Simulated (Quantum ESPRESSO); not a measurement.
**SiC (changed cell): field gradients at the nuclei**

```yaml
crystal:
  lattice:
    - [3.07662, 0.00000, 0.00000]
    - [-1.53831, 2.66443, 0.00000]
    - [0.00000, 0.00000, 15.09808]
  atoms:
    - { symbol: Si, position: [0.33333, 0.66667, 0.83299] }
    - { symbol: Si, position: [0.66667, 0.33333, 0.33299] }
    - { symbol: Si, position: [0.66667, 0.33333, 0.66650] }
    - { symbol: Si, position: [0.33333, 0.66667, 0.16650] }
    - { symbol: Si, position: [0.00000, 0.00000, 0.49973] }
    - { symbol: Si, position: [0.00000, 0.00000, 0.99973] }
    - { symbol: C, position: [0.00000, 0.00000, 0.87172] }
    - { symbol: C, position: [0.00000, 0.00000, 0.37172] }
    - { symbol: C, position: [0.33333, 0.66667, 0.70800] }
    - { symbol: C, position: [0.66667, 0.33333, 0.20800] }
    - { symbol: C, position: [0.66667, 0.33333, 0.54152] }
    - { symbol: C, position: [0.33333, 0.66667, 0.04152] }
```
The cell was made here from a computed Materials Project entry: C7 and its equivalents moved by 0.04 Å along (0.00, 0.00, -1.00), space group kept. The parent is SiC in P6₃mc, a polytype of 6 double layers. Stability against distortions was not tested.

Principal values are ordered |Vxx| ≤ |Vyy| ≤ |Vzz|, η = (Vxx − Vyy)/Vzz, and C_Q = eQVzz/h is given by its size. Cores are frozen. Against all-electron runs on small test molecules, this scheme's |Vzz| missed by −6 % on Si, +9 % on C.

**Question.** What do the calculations give at each independent site (field gradients by PBE PAW (JTH datasets; density from pw.x of a modified build of Quantum ESPRESSO, gradients reconstructed from it by a script), 20 Ha, k-mesh 8×8×2 through Γ)?

**Answer.** 
```csv
site,site symmetry,Vzz (a.u.),η_Q,∣C_Q∣ (MHz)
"Si1 (atoms 1, 2)",3m,0.062,0.00,–
"Si2 (atoms 3, 4)",3m,0.041,0.00,–
"Si3 (atoms 5, 6)",3m,0.055,0.00,–
"C1 (atoms 7, 8)",3m,0.043,0.00,–
"C2 (atoms 9, 10)",3m,under 0.02,–,–
"C3 (atoms 11, 12)",3m,under 0.02,–,–
```
